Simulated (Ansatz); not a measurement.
Crystals of one structure type (bcc (W type)), relaxed and computed with r²SCAN+D4 (plane waves, PAW; program Ansatz).

| crystal | a (Å) | spin order and moments (μB) |
|---|---|---|
| K | 5.325 | not spin-polarised |
| V | 2.976 | moments vanished |
| Cr | (withheld) | (withheld) |
| Fe | 2.860 | ferromagnetic; net 2.65 per atom; largest site about 2.8 |
| Rb | 5.723 | not spin-polarised |
| Mo | 3.144 | not spin-polarised |
| Cs | 6.244 | not spin-polarised |
| Ba | 5.051 | not spin-polarised |

Task: What belongs in the gaps?

Result: 
- Cr, a (Å): 2.946
- Cr, spin order and moments (μB): antiferromagnetic; net 0.00 per atom; largest site about 2.7

Spin orders computed, not proven ground states: Cr, bcc (W type) antiferromagnetic; Fe, bcc (W type) ferromagnetic. Began spin-polarised and lost the moments: V, bcc (W type). All cells were relaxed under the symmetry of their starts (and spin orders); stability against distortions was not tested throughout. Rows with no word on spin ran without spin polarisation. Spin–orbit coupling is left out wherever it is not named.

Potentials: the later of the program's two PAW sets.
